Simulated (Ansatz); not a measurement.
SnS2 (CdI2 type)

```yaml
crystal:
  lattice:
    - [3.62607, 0.00000, 0.00000]
    - [-1.81304, 3.14027, 0.00000]
    - [0.00000, 0.00000, 5.57286]
  atoms:
    - { symbol: Sn, position: [0.00000, 0.00000, 0.00000] }
    - { symbol: S, position: [0.33333, 0.66667, 0.26445] }
    - { symbol: S, position: [0.66667, 0.33333, 0.73555] }
```

Grid over V/V₀ and (c/a)/(c/a)₀, subscript 0 meaning the relaxed cell; the conventional c axis lies along z; no internal relaxation.

Level of theory: PBEsol-D3(BJ) (plane waves to 420 eV, PAW, scalar-relativistic; Ansatz, a program for electronic structure). k mesh 11×11×6 (Γ-centred), Fermi-Dirac smearing 0.05 eV. Stress and pressure are positive under compression. As the atoms are clamped, bonds stretch with the cell, which overstates energies and stresses. SnS2 was relaxed with its symmetry unable to fall.

At one point of the scan the stress tensor (GPa) is:

```
   -1.1      0.0      0.0
    0.0     -1.1      0.0
    0.0      0.0     -4.3
```

Which point is it?
A) V/V₀ = 1.080, (c/a)/(c/a)₀ = 0.960
B) V/V₀ = 1.027, (c/a)/(c/a)₀ = 1.040
C) V/V₀ = 1.027, (c/a)/(c/a)₀ = 0.960
D) V/V₀ = 1.080, (c/a)/(c/a)₀ = 0.920

B, V/V₀ = 1.027, (c/a)/(c/a)₀ = 1.040

(Under strain, the slope of the energy per volume gives the stress and its curvature an elastic modulus.)
